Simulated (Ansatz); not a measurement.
SrZrO3 (cubic perovskite, space group No. 221) at seven volumes, plane-wave PAW LDA (Ansatz code), scaled uniformly. One row is withheld.

| V (Å³/atom) | P (GPa) |
|---|---|
| 12.505 | 20.38 |
| 12.917 | ? |
| 13.330 | 5.73 |
| 13.742 | -0.01 |
| 14.154 | -4.91 |
| 14.567 | -9.09 |
| 14.979 | -12.64 |

Problem. Fit the shown pressures and predict the withheld one.

Solution. P = (3/2)B₀(x^(7/2) − x^(5/2))[1 + (3/4)(B′ − 4)(x − 1)] with x = (V₀/V)^(2/3). Least squares on the six rows gives V₀ = 13.741 Å³/atom, B₀ = 176 GPa, B′ = 4.30. At V = 12.917, x = 1.0421 and P = 12.43 GPa. The run itself gave 12.47 GPa.

Space group Pm-3m (cubic perovskite). The workflow started from a Materials Project entry (that database holds measured and hypothetical structures alike); the Crystallography Open Database files this formula in space group No. 221, but the cells were not matched. Its standing as an ambient phase is unchecked. Symmetry was held in the LDA relaxation. At this level the phase is dynamically unstable (imaginary phonons). The run is not spin-polarised.

Potentials: the later of the program's two PAW sets.
